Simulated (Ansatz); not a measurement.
## Data sheet: MoW (DFT)

MoW (CsCl type, Pm-3m), a = 3.142 Å, b = 3.142 Å, c = 3.142 Å, α = 90.00°, β = 90.00°, γ = 90.00°.

Space group Pm-3m (No. 221), CsCl type; conventional cell a = 3.1418 Å, b = 3.1418 Å, c = 3.1418 Å, α = 90.00°, β = 90.00°, γ = 90.00°.

Method: the program Ansatz at the PBEsol level (PAW). Structure relaxed to zero pressure with the same functional. Other levels are named where they apply.

### Cell and energy

| Quantity | Value |
|---|---|
| Volume per atom | 15.51 Å³ |
| Density | 14.98 g/cm³ |
| Formation energy from the elements (no fitted shifts) | -0.013 eV/atom |

### Electronic structure

| Quantity | Result |
|---|---|
| Electronic character | metallic (no gap) |
| Density of states at the Fermi level | 0.50 states/eV per atom (mean over ±0.08 eV) |
| Gap with spin–orbit coupling | none (metallic) |

### Mechanics

| Property | Result |
|---|---|
| Bulk modulus (Birch–Murnaghan fit) | 300 GPa |
| Pressure derivative B′ | 4.1 |
| Elastic constants (relaxed ions, GPa) | C11 = 525, C12 = 190, C44 = 128 |
| Mechanical stability | stable (all eigenvalues of C positive) |
| Hill bulk and shear moduli | 302 and 143 GPa |
| Young's modulus | 370 GPa |
| Poisson's ratio | 0.30 |
| Debye temperature from the elastic constants | 411 K |

### Phonons

| Property | Value |
|---|---|
| Highest zone-centre frequency | 186 cm⁻¹ |
| Zone-centre stability | no imaginary mode at Γ |

The start of the workflow was typed in or built on a structure type; neither database checked (COD, Materials Project) lists it. Whether it is the stable phase at ambient conditions was not checked. Symmetry was held in the PBEsol relaxation. The run is not spin-polarised. As this level gives no gap, shear constants depend on the k-mesh and smearing (Fermi–Dirac, 0.1 eV here). As this level gives no gap, phonon frequencies hold no LO–TO term and depend on the k-mesh and smearing (Fermi–Dirac, 0.1 eV here). The references are the lowest solids computed at this level, not always the standard phases. Spin–orbit coupling is left out wherever it is not named.

Potentials: the later of the program's two PAW sets.
